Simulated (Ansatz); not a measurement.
These are results of DFT PBE, scalar-relativistic, plane waves, PAW (Ansatz 0.2.0), not measurements. Settings: cutoff 420 eV, Γ-centred meshes spaced at most about 0.3 Å⁻¹, and about 0.25 Å⁻¹ or finer for metals (2π included), Gaussian smearing. Collinear spin in cells that started with moments and kept them past the coarse steps, no spin elsewhere.

All energies are static (0 K, no zero-point motion).

Two forms of Zn2SiN3 were relaxed alike.

A. (site moments N 0.6 (×2) μB)

```
Zn Si N
1.0
     3.53185   -6.71136    0.00000
     3.53185    6.71136    0.00000
     0.00000    0.00000    3.31227
Zn Si N
2 1 3
Direct
  0.24996 0.75004 0.50000
  0.75004 0.24996 0.50000
  0.00000 0.00000 0.00000
  0.00000 0.50000 0.50000
  0.50000 0.00000 0.50000
  0.00000 0.00000 0.50000
```

B. (site moments N 1.1 μB)

```
Zn Si N
1.0
     4.28690    0.00000    0.00000
    -2.14345    3.71256    0.00000
     0.00000    0.00000    5.15591
Zn Si N
2 1 3
Cartesian
  0.0000 0.0000 1.3388
  0.0000 0.0000 3.8171
  2.1434 1.2375 2.5780
  2.1434 1.2375 4.5698
  2.1434 1.2375 0.5861
  0.0000 2.4750 0.0000
```

**Question.** Which form is favoured at zero pressure, and by what margin per atom?

**Answer.** A is lower, by 232 meV/atom. A has space group Cmmm (No. 65), 26.2 Å³/atom and no gap on its mesh; B has space group P-6m2 (No. 187), 13.7 Å³/atom and no gap. Counting N atoms around Si and Zn (those within 1.25 times the shortest such distance or 1.15 times the sum of covalent radii, 1.27 where that leaves under three; a plus sign parts nearer from farther groups; the shortest distance is added where it exceeds 1.18 times the sum of covalent radii), A has Zn 2, Si 2 and B has Zn 6+3 from 2.6 Å, Si 2. B holds N–N pairs (shortest 1.17 Å); in A the shortest N–N distance is 3.31 Å. Even the lower one lies +1.15 eV/atom against the reference forms of the elements (uncorrected), so neither is stable at this level. Both come from invented guesses.

Weakly bound directions are ill-defined at this level, which has no dispersion term (Cmmm), and this can change margins and order among such cells. Another magnetic order may lie lower. Cells relaxed within their symmetry can be saddle points.
